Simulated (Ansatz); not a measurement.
A trial cell of In₃As, before relaxation:

```yaml
crystal:
  lattice:
    - [2.84084, 1.64016, 3.84138]
    - [-2.84084, 1.64016, 3.84138]
    - [0.00000, -3.28032, 3.84138]
  atoms:
    - { symbol: In, position: [0.50000, 0.50000, 0.00000] }
    - { symbol: In, position: [0.00000, 0.50000, 0.50000] }
    - { symbol: In, position: [0.50000, 0.00000, 0.50000] }
    - { symbol: As, position: [0.50000, 0.50000, 0.50000] }
```

All numbers below come from DFT PBE, scalar-relativistic, plane waves, PAW (Ansatz). Cutoff 420 eV, Gaussian smearing, Γ-centred meshes. Cell and atoms relax first on a coarse mesh and then on a finer one. In between, the cell is made exact in the group found at 0.06 Å. In metals the finer mesh still leaves noise of several meV/atom or more. The steps can't lower the symmetry of their start. No spin polarisation.

A guess keeps its type if space group and coordination stay and the shape of the cell changes little (axis ratios within about 15 %, angles within 6°); the volume may change.

**Question.** Will the relaxed cell still be of the starting type?

**Answer.** It keeps its type. The symmetry stays R-3m (No. 166). The volume per atom grows by 40.9 %, from 26.8 to 37.8 Å³. The shortest distance goes from 2.53 Å (In–As) to 2.92 Å (In–As). The ratio c/a of the conventional cell changes by a factor of 1.12. Counting neighbours within 15 % of an atom's shortest distance, the start has As 6, In 6 and the end As 6, In 6.

The zero of energy is the elements' standard structures at the same level; no fitted shifts are applied.

**Question.** At what energy does it end?

**Answer.** +0.35 eV/atom. It can't be a ground state, since the elements alone are lower.

The last run used a 12×12×12 mesh for its 4-atom cell and Gaussian smearing of 0.10 eV. The reference form of As is held partly by dispersion forces, which this level lacks. Symmetry constrained the relaxation, so the result can be a saddle point. Another cell of In3As relaxed alike, in Pm-3m (a Materials Project cell), lies 273 meV/atom lower, so this cell isn't the stable form at this level.
